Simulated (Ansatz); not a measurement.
# Phonon dispersion of Sn4Se3S

Method: Ansatz 0.2.0, DFT PBE, scalar-relativistic, plane waves, PAW. Plane waves to 420 eV; Γ-centred k mesh 8×8×4; Gaussian smearing of 0.02 eV. No spin polarisation. Phonons by linear response, acoustic sum rule imposed.

The cell, relaxed at this level:
```
CELL_PARAMETERS angstrom
4.25161 0.00000 0.00000
0.00000 4.25161 0.00000
0.00000 0.00000 12.01747
ATOMIC_POSITIONS crystal
Sn 0.00000 0.00000 0.75577
Sn 0.50000 0.50000 0.00000
Sn 0.00000 0.00000 0.24423
Sn 0.50000 0.50000 0.50000
Se 0.50000 0.50000 0.24863
Se 0.00000 0.00000 0.50000
Se 0.50000 0.50000 0.75137
S 0.00000 0.00000 0.00000
```

It was reached by relaxing an invented guess, and it needn't be the stable form of this composition. Spin–orbit coupling is left out, which matters for heavy elements. The q mesh is coarse, so values between its points are rough.

Force constants from linear response on a 2×2×1 q mesh.

Path: Γ–X–M–Γ–Z–R–A–Z | X–R | M–A. Only the points of the 2×2×1 mesh were computed; the rest is interpolation, which is rough on so few points. At q = (-0.500, -0.500, 0.000) a computed mode is imaginary, 90i cm⁻¹, so the cell is unstable at this level. Distance along the path (Å⁻¹), then the branches (cm⁻¹, negative for imaginary):
```
0.000  -78 -78 -61 0 0 0 11 30 30 35 35 39 39 56 56 61 61 63 63 79 87 97 128 160
0.185  -61 -54 -50 16 30 30 42 44 47 48 49 52 56 71 73 73 74 76 78 80 92 101 129 160
0.369  -35 -24 32 45 50 52 56 60 66 75 75 82 83 94 96 96 102 103 105 108 114 124 136 160
0.554  18 31 47 54 63 66 66 70 70 73 100 107 108 114 116 119 122 123 126 129 132 141 160 171
0.739  30 39 55 55 64 68 68 72 73 76 108 116 117 121 123 125 127 130 135 136 138 153 160 185
0.924  23 32 52 55 63 66 66 70 71 74 98 108 111 115 117 120 122 124 127 130 132 144 158 172
1.108  -28 -19 27 52 58 59 62 65 66 69 72 86 93 97 101 101 107 107 107 116 123 124 139 154
1.293  -71 -71 -36 48 48 51 56 58 60 60 61 63 70 72 82 83 85 85 87 101 101 102 124 151
1.478  -90 -90 -41 42 42 46 46 46 58 58 59 59 59 60 74 74 74 74 80 90 90 96 123 150
1.739  -59 -53 -32 48 52 58 60 60 61 63 64 70 78 80 88 90 90 90 91 105 105 110 126 152
2.000  -28 15 26 41 56 59 63 71 71 73 75 78 92 95 100 101 101 102 104 112 114 128 132 157
2.262  -49 -47 -27 22 39 46 50 50 50 58 61 64 64 76 82 82 83 83 84 94 95 104 129 159
2.523  -78 -78 -61 0 0 0 11 30 30 35 35 39 39 56 56 61 61 63 63 79 87 97 128 160
2.588  -78 -78 -57 6 6 10 20 30 30 33 33 40 40 55 55 60 60 64 64 79 87 95 128 158
2.654  -77 -77 -47 11 11 21 30 30 32 32 35 41 41 52 52 59 59 66 66 80 88 90 129 152
2.719  -77 -77 -38 16 16 26 26 33 34 34 40 40 50 50 50 58 58 68 68 79 82 91 130 145
2.784  -76 -76 -35 20 20 22 22 37 37 37 37 38 49 49 58 58 61 68 68 72 82 93 131 141
2.969  -59 -48 -36 35 35 42 42 46 49 53 58 60 61 65 66 72 78 79 80 82 86 96 131 141
3.154  -28 -22 48 52 53 54 57 61 62 84 86 89 89 95 96 97 100 102 103 107 108 125 136 142
3.338  -10 32 61 62 64 64 64 70 72 90 109 110 111 112 116 117 118 124 125 128 129 141 144 171
3.523  15 39 64 64 66 68 68 73 76 91 116 117 119 121 123 124 126 128 131 134 137 146 153 185
3.708  5 33 60 63 64 66 66 71 74 90 108 110 112 115 117 117 120 126 126 127 130 143 144 172
3.893  -27 -20 30 58 59 60 61 66 69 84 91 92 92 99 99 101 104 104 109 111 123 123 138 139
4.077  -71 -71 -25 49 50 51 59 60 62 65 70 73 76 77 79 80 85 88 90 90 101 101 124 134
4.262  -89 -89 -20 43 43 46 46 57 57 59 61 61 69 69 69 76 77 77 81 89 89 89 123 132
4.523  -58 -52 -28 49 56 61 61 62 68 70 76 80 81 81 86 87 91 92 94 94 105 110 126 135
4.785  -30 18 30 51 55 60 72 73 79 80 83 88 95 95 97 97 100 101 103 106 114 128 132 140
5.046  -45 -37 -26 40 46 47 52 54 62 63 66 69 70 74 74 82 86 87 88 88 94 97 131 141
5.307  -76 -76 -35 20 20 22 22 37 37 37 37 38 49 49 58 58 61 68 68 72 82 93 131 141
5.340  30 39 56 56 65 68 68 72 73 76 108 116 117 121 123 125 127 130 135 135 138 153 160 185
5.405  27 39 57 58 68 68 71 71 73 76 110 117 117 121 123 125 125 131 134 135 138 153 157 185
5.471  21 39 60 62 68 68 69 73 76 81 112 117 120 121 122 123 126 131 131 134 137 151 153 185
5.536  16 39 63 64 67 68 68 73 76 90 115 117 120 121 123 123 126 128 131 134 137 146 153 185
5.569  -90 -90 -41 42 42 46 46 46 58 58 59 59 59 60 74 74 74 74 80 90 90 96 123 150
5.634  -90 -90 -38 42 42 46 46 49 58 58 59 59 59 62 72 72 75 75 81 90 90 94 123 148
5.699  -90 -90 -30 42 42 46 46 55 57 57 59 60 60 68 71 71 76 76 82 90 90 91 123 142
5.765  -90 -90 -23 42 42 46 46 57 57 59 60 60 64 70 70 74 77 77 85 86 89 89 123 136
5.830  -89 -89 -20 43 43 46 46 57 57 59 61 61 69 69 69 76 77 77 81 89 89 89 123 132
```
